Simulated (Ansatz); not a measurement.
Data:

CuI:
```
CELL_PARAMETERS angstrom
      0.00000     2.93101     2.93101
      2.93101     0.00000     2.93101
      2.93101     2.93101     0.00000
ATOMIC_POSITIONS crystal
  I  0.75000 0.75000 0.75000
  Cu 0.00000 0.00000 0.00000
```

This is the LDA-relaxed structure. Cartesian axes are those of the cell as given.

Question: All from plane-wave PAW LDA (Ansatz code), unless another level is named. Estimate the Hill bulk and shear moduli.

Answer: 56.7 and 18.6 GPa.

Question: Give the piezoelectric stress constants (proper, relaxed ions, C/m²).

Answer: e14 = e25 = e36 = -0.07.

Question: Predict the elastic constants (relaxed ions, GPa).

Answer: C11 = 71.1, C12 = 49.5, C44 = 26.8.

Space group F-43m (zinc blende). The cell was relaxed with LDA under the symmetry of its start; phonons on a q-mesh show no instability. No spin polarisation was allowed. The volume moved by -17 % from the start of the relaxation. Scalar-relativistic: spin–orbit coupling is off unless named, which matters more the heavier the elements.

Potentials: the later of the program's two PAW sets.
